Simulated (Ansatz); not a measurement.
Relaxed-ion elastic tensor of Si₂Ru in space group P4_2/mnm (No. 136; Ru on 2a, Si on 4f) in GPa (Voigt order), plane-wave PAW r²SCAN (Ansatz code); density 5.01 g/cm³, 17.38 Å³ per atom.

```
      1     2     3     4     5    6
-  ----  ----  ----  ----  ----  ---
1   201   195  69.7   0.0   0.0  0.0
2   195   201  69.7   0.0   0.0  0.0
3  69.7  69.7   283   0.0   0.0  0.0
4   0.0   0.0   0.0  83.7   0.0  0.0
5   0.0   0.0   0.0   0.0  83.7  0.0
6   0.0   0.0   0.0   0.0   0.0  205
```

Is the crystal mechanically stable?

Yes: the smallest eigenvalue of C is 6.5 GPa.

Work out the Voigt and Reuss bounds. Is their mean of use?

K_V = 150, K_R = 150; G_V = 97.9, G_R = 14.4 GPa. The bounds lie so far apart that a Hill average or a Debye temperature from it would say little.

The start of the workflow was typed in or built on a structure type; neither database checked (COD, Materials Project) lists it. Its standing as an ambient phase is unchecked. Symmetry was held in the r²SCAN relaxation; whether a distortion lowers the energy is not shown. The run is not spin-polarised. The volume moved by 20 % from the start of the relaxation.

Potentials: the later of the program's two PAW sets.
